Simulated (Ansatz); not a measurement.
The cell of Bi2Te2O is invented: random cell by space group and Wyckoff sites (P6/mmm, No. 191). The dimensions are guesses.

```cif
data_structure
_symmetry_space_group_name_H-M 'P 1'
_symmetry_Int_Tables_number 1
_cell_length_a 5.5226
_cell_length_b 5.5226
_cell_length_c 8.1595
_cell_angle_alpha 90.000
_cell_angle_beta 90.000
_cell_angle_gamma 120.000
_cell_volume 215.52
loop_
_atom_site_label
_atom_site_type_symbol
_atom_site_fract_x
_atom_site_fract_y
_atom_site_fract_z
_atom_site_occupancy
Bi1 Bi 0.00000 0.00000 0.64373 1
Bi2 Bi 0.00000 0.00000 0.35627 1
Te1 Te 0.00000 0.00000 0.88450 1
Te2 Te 0.00000 0.00000 0.11550 1
O1 O 0.00000 0.00000 0.50000 1
```

All numbers below come from DFT PBE, scalar-relativistic, plane waves, PAW in Ansatz 0.2.0. Cutoff 420 eV, Gaussian smearing, Γ-centred meshes. Cell and atoms relax first on a coarse mesh and then on a finer one. In between, the cell is made exact in the group found at 0.06 Å. In metals the finer mesh still leaves noise of several meV/atom or more. The steps can't lower the symmetry of their start. No spin polarisation.

A guess keeps its type if space group and coordination stay and the shape of the cell changes little (axis ratios within about 15 %, angles within 6°); the volume may change.

Task: Does this structure survive the relaxation?

Result: It doesn't keep its type. The symmetry stays P6/mmm (No. 191). The volume per atom shrinks by 32.9 %, from 43.1 to 28.9 Å³. The shortest distance goes from 1.17 Å (Bi–O) to 2.08 Å (Bi–O). The ratio c/a of the conventional cell changes by a factor of 2.72. Counting neighbours within 15 % of an atom's shortest distance, the start has Bi 1, O 2, Te 2 and the end Bi 1, O 2, Te 1. In detail, at the end Bi has 1 O at 2.08 Å and 1 Te at 3.44 Å; around Te lie 1 Te at 2.88 Å, 1 Bi at 3.44 Å and 6 Te at 3.46 Å; O has 2 Bi at 2.08 Å.

```
Bi Te O
1.0
     3.46208    0.00000    0.00000
    -1.73104    2.99825    0.00000
     0.00000    0.00000   13.92537
Bi Te O
2 2 1
Direct
  0.00000 0.00000 0.64959
  0.00000 0.00000 0.35041
  0.00000 0.00000 0.89655
  0.00000 0.00000 0.10345
  0.00000 0.00000 0.50000
```

Formation energies are uncorrected and refer to the elements' standard structures at the same level (O₂ as a molecule).

Task: At what energy does it end?

Result: −0.07 eV/atom.

The last run used a 12×12×4 mesh (in the run's order of axes) for its 5-atom cell and Gaussian smearing of 0.10 eV. Spin–orbit coupling, which can matter for Bi and Te, is left out. The reference form of Te is held partly by dispersion forces, which this level lacks. Symmetry constrained the relaxation, so the result can be a saddle point. Another cell of Bi2Te2O relaxed alike, in I4/mmm, lies 286 meV/atom lower, so this cell isn't the stable form at this level.
